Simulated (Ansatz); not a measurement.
AlP:
```cif
data_Al4P4
_chemical_formula_sum 'P4 Al4'
_space_group_name_H-M_alt 'F-43m'
_space_group_IT_number 216
_space_group_name_Hall 'F -4 2 3'
_cell_length_a 5.50776
_cell_length_b 5.50776
_cell_length_c 5.50776
_cell_angle_alpha 90.000
_cell_angle_beta 90.000
_cell_angle_gamma 90.000
loop_
_atom_site_label
_atom_site_type_symbol
_atom_site_symmetry_multiplicity
_atom_site_Wyckoff_symbol
_atom_site_fract_x
_atom_site_fract_y
_atom_site_fract_z
_atom_site_occupancy
P1 P 4 c 0.25000 0.25000 0.25000 1
Al1 Al 4 a 0.00000 0.00000 0.00000 1
```
(The calculation used a cell of 2 atoms; values per cell refer to that cell.)

Relaxed with PBE.

Give the optical modes at the zone centre with their infrared and Raman activity from DFPT, the program Ansatz at the PBE level (PAW).

Transverse frequencies, without the LO–TO term; a row sums one degenerate level.

```csv
ω (cm⁻¹),degeneracy,IR ((D/Å)²/amu),Raman (Å⁴/amu),activity,symmetry
427,3,24.18,86,IR+Raman,T2
```

How high does the top mode go among those that the LO–TO term moves?

482 cm⁻¹ for q along x.

Symmetry was held in the PBE relaxation; phonons on a q-mesh show no instability.

Potentials: the later of the program's two PAW sets.
